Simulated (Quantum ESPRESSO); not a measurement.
# Planted mistakes on one cell of Hf3AlO7F

Calculated results; nothing here was measured. They come from pw.x of Quantum ESPRESSO 7.5, a plane-wave density functional program, with PseudoDojo standard norm-conserving files (v0.5 for PBE, v0.4.1 for LDA and PBEsol). The cells are made up: elements, strain and atom displacements were drawn at random, and nothing was relaxed. There is no spin polarisation, spin-orbit coupling or dispersion term.

The hafnium file is less sure than the others, with forces about 3 percent (worst 6) and pressure in oxides about 1.5 GPa (worst 2.7) from a second method in checks, which no rerun with the same files tests.

The cell has 12 sites of a fluorite lattice. Sites 1 to 4 hold Hf Hf Hf Al; sites 5 to 12 hold O O F O O O O O. Cell vectors in Å: (5.082, -0.011, -0.016); (-0.011, 5.062, -0.006); (-0.016, -0.006, 5.143). Settings: PBE, cutoff 1143 eV, 4 x 4 x 4 k mesh shifted by half a step, Fermi-Dirac smearing of 0.025 eV.

The intended run has a self-consistency threshold of 1e-07 eV, a smearing term of 0.000 eV, a pressure of -2.60 GPa and 14 iterations. Each further run changes one thing: atoms of sites 7 and 8 exchanged; cutoff 634 eV; k mesh 2 x 2 x 2; one electron added; smearing 0.38 eV; threshold 0.3 eV. A coarse mesh keeps the shift, and a charged cell sits in a uniform background.

```
run  change of free energy (eV)  smearing term -TS (eV)  change of P (GPa)  largest change of a force component (eV/Å)  iterations
  A                      -0.236                   0.000              -0.32                                       0.101          15
  B                       0.046                   0.000              -0.01                                       4.667          13
  C                       8.959                   0.000             -46.64                                       0.113          14
  D                      -0.031                  -0.162               0.17                                       0.047          13
  E                       0.120                   0.000               2.14                                       0.293           5
  F                      13.726                   0.000              22.34                                       0.362          14
```

A rerun of the intended cell at 1437 eV and k mesh 6 x 6 x 6 moved values by no more than 0.002 eV in the cell's energy, 0.04 GPa in stress and 0.002 eV/Å in force.

Question: which change belongs to which run?

## Worked reading

Run E has the fewest iterations, as a run stopped early does. Run D has the largest smearing term, as wide smearing gives. Run C has a higher energy and the largest fall in pressure, as too small a basis gives. Energies from files of another functional, or of a charged cell, have another zero and say nothing on stability; the pressure of a charged cell rests on the program's zero of potential too.

## Key

```
run                            change
  A                  k mesh 2 x 2 x 2
  B  atoms of sites 7 and 8 exchanged
  C                     cutoff 634 eV
  D                  smearing 0.38 eV
  E                  threshold 0.3 eV
  F                one electron added
```